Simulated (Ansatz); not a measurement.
Ti$_{2}$GeC:
```cif
data_C2Ge2Ti4
_chemical_formula_sum 'Ti4 Ge2 C2'
_space_group_name_H-M_alt 'P63/mmc'
_space_group_IT_number 194
_space_group_name_Hall '-P 6c 2c'
_cell_length_a 3.08514
_cell_length_b 3.08514
_cell_length_c 12.90429
_cell_angle_alpha 90.000
_cell_angle_beta 90.000
_cell_angle_gamma 120.000
loop_
_atom_site_label
_atom_site_type_symbol
_atom_site_symmetry_multiplicity
_atom_site_Wyckoff_symbol
_atom_site_fract_x
_atom_site_fract_y
_atom_site_fract_z
_atom_site_occupancy
Ti1 Ti 4 f 0.33333 0.66667 0.08930 1
Ge1 Ge 2 d 0.66667 0.33333 0.25000 1
C1 C 2 a 0.00000 0.00000 0.00000 1
```

Relaxed at zero pressure with plane-wave PAW r²SCAN (Ansatz code).

The volume is lowered by 9 % and shape and atoms relax at that volume. What pressure results, and how do the axes share the change?

19.2 GPa; a -3.3 %, b -3.3 %, c -2.7 %; the energy rises by 66 meV/atom.

Give the new structure.


Space group P6₃/mmc (No. 194); a = 2.9829 Å, b = 2.9829 Å, c = 12.5615 Å, α = 90.00°, β = 90.00°, γ = 120.00°

| atom | site | symmetry | x | y | z |
|---|---|---|---|---|---|
| Ti | 4f | 3m. | 0.3333 | 0.6667 | 0.0915 |
| Ge | 2d | -6m2 | 0.6667 | 0.3333 | 0.2500 |
| C | 2a | -3m. | 0.0000 | 0.0000 | 0.0000 |

The phase is kept; no other phase was compared at this pressure.

Space group P6_3/mmc. The first step of the workflow began from a Materials Project structure, measured or hypothetical; the Crystallography Open Database copy checked does not list it. Its standing as an ambient phase is unchecked. The cell was relaxed with r²SCAN under the symmetry of its start; of distortions, only those at the zone centre were tested. No spin polarisation was allowed.

Potentials: the later of the program's two PAW sets.
